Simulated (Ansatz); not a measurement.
## Calculated electric field gradients for Al2Cu at a changed volume

The cell is an entry of the Crystallography Open Database (COD), relaxed with PBE at fixed cell and then changed (volume scaled by 1.06, ions relaxed).

Space group I4/mcm (No. 140); a = 6.1860, c = 4.9727 Å.

| site | Wyckoff | site symmetry | x | y | z |
| --- | --- | --- | --- | --- | --- |
| Al | 8h | m.2m | 0.1587 | 0.6587 | 0.5000 |
| Cu | 4a | 422 | 0.0000 | 0.0000 | 0.7500 |

One atom of each set is listed; the run and its k-mesh use a cell of 6 atoms with edges of 5.03, 5.03, 5.03 Å.

Computed with Ansatz: DFT, PBE, plane waves and PAW, scalar-relativistic, 420 eV cutoff, Γ-centred 12×12×12 k-points, Fermi–Dirac smearing 0.05 eV.

C_Q = eQV_zz/h, which is 24.18 MHz for Q = 1 b and V_zz = 10²¹ V/m²; η = (V_xx − V_yy)/V_zz.

27Al: I = 5/2, Q = 146.6 mb; ⁶⁵Cu: I = 3/2, Q = -204.0 mb. Q values from Pyykkö, Mol. Phys. 116, 1328 (2018).

**Question.** Give the quadrupolar parameters of the distinct sites.

**Answer.** 

```tsv
site	atoms	first shell	V_zz (10²¹ V/m²)	η	C_Q (MHz)
Al	4	4 Cu at 2.64 Å, 11 Al at 2.78–3.29 Å	-0.74	0.47	-2.61
Cu	2	2 Cu at 2.49 Å, 8 Al at 2.64 Å	-2.58	0.00	12.7
```

An axis of threefold or higher order runs through Cu, so V_zz lies along it and η is zero.

The run finds no gap above 0.1 eV (a metal, or nearly one), so the gradients can move by 10 % or more with the k-mesh. At this changed cell the PBE pressure is -5 GPa.
